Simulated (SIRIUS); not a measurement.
SIRIUS run on TaN (Pm, 2 atoms in the cell; from Materials Project mp-1459, changed as shown): self-consistent single point.

Level of theory: LDA (PW92), PseudoDojo 0.4 standard norm-conserving LDA (tails mended) pseudopotentials (plane waves; SIRIUS).

The change in words: lattice vector b scaled by 0.98. Reference geometry (P-6m2):
```yaml
crystal:
  lattice:
    - [2.93994, 0.00000, 0.00000]
    - [-1.46997, 2.54606, 0.00000]
    - [0.00000, 0.00000, 2.89018]
  atoms:
    - { symbol: Ta, position: [0.00000, 0.00000, 0.50000] }
    - { symbol: N, position: [0.66667, 0.33333, 0.00000] }
```

Reference input (self-consistent single point, DFT, LDA (PW92), plane waves, PseudoDojo 0.4 standard norm-conserving LDA (tails mended) pseudopotentials): parameters.ngridk = 10 10 8; parameters.xc_functionals = [XC_LDA_X, XC_LDA_C_PW]; parameters.gk_cutoff = 9.165 1/bohr; parameters.pw_cutoff = 18.331 1/bohr; parameters.smearing = fermi_dirac; parameters.smearing_width = 0.00367493 Ha; potentials = PseudoDojo 0.4 standard norm-conserving LDA (tails mended) pseudopotentials; parameters.electronic_structure_method = pseudopotential; parameters.num_bands = 13; parameters.num_mag_dims = 0; parameters.num_dft_iter = 100; parameters.energy_tol = 1e-07 Ha. This run's input differs from it in these lines:

```diff
@@ -33,3 +33,3 @@
       [1.0000000761, 0.0, 0.0],
-      [-0.5000000381, 0.866025563, 0.0],
+      [-0.4900001734, 0.8487051402, 0.0],
       [0.0, 0.0, 0.9830745593]
```

The program printed (abridged):

```
[find] density tolerance         : 1e-06
[find] total energy tolerance    : 1e-07
[find] iter_solver_tol (initial) : 0.01
[find] iter_solver_tol (target)  : 1e-13
[find] num_dft_iter              : 100
Charges and magnetic moments
--------------------------------------------------------------------------------
total charge          : 18.000000
[find] | SCF iteration   0 out of 100|
[diagonalize] iterative solver tolerance (occupied, empty): 0.01 0.01
[diagonalize] average number of iterations: 2
[find] Charges and magnetic moments
[find] total charge          : 18.000000
[find] Energy
[find] smearing (-TS)                 :      -0.00006145
   [... lines left out ...]

[find] Charges and magnetic moments
[find] total charge          : 18.000000
[find] Energy
[find] smearing (-TS)                 :      -0.00011376
[find] Total energy                   :     -75.63271383 (Ha),    -151.26542767 (Ry)
[find] Free energy (E-TS)             :     -75.63282759 (Ha),    -151.26565518 (Ry)
[find] band gap (eV)                  :       0.16775329
[find] Efermi                         :       0.73705681
[find] iteration : 15, RMS (target) : 3.3531e-07 (1.0000e-06) , energy difference (target) : -1.0237e-09 (1.0000e-07)
[find] bands are converged : true
[find] iterative solver converged : false
[find] converged after 16 SCF iterations!
[find] Charges and magnetic moments
[find] total charge          : 18.000000
[find] Energy
[find] smearing (-TS)                 :      -0.00011376
[find] Total energy                   :     -75.63271383 (Ha),    -151.26542767 (Ry)
[find] Free energy (E-TS)             :     -75.63282759 (Ha),    -151.26565518 (Ry)
[find] band gap (eV)                  :       0.16775329
[find] Efermi                         :       0.73705681
[ground_state] === stress tensor components [kbar] ===
[ground_state] === stress_total ===
[ground_state]   103.251687   27.806690    0.000000
[ground_state]    27.806690   10.561314    0.000000
[ground_state]     0.000000    0.000000  145.925562
[ground_state] ==== total Forces in Ha/bohr =====
[ground_state] atom:    0, force:       0.0002169      0.0005125      0.0000000
[ground_state] atom:    1, force:      -0.0002171     -0.0005129      0.0000000
```

The run converged in 16 iterations. SIRIUS prints the stress tensor with tension positive. Against the reference run the free energy goes down by 9.4 meV/atom, the pressure goes from -15.18 to -8.66 GPa and the largest force goes from 0.000 to 0.029 eV/Å.

Spin-orbit coupling is left out, which matters for bands and gaps with elements this heavy. The structure comes from a collection of computed structures, made at another level of theory; the collection holds predicted forms beside known ones. No clean gap shows at this smearing width and mesh (spacing up to 0.27 Å⁻¹); the mesh is coarse for partly filled bands, so the values carry mesh errors.

Cost on one core: around 50 core-seconds (rough).

“Tails mended”: in these copies of the files the far tail of each local potential was reset to the Coulomb form.
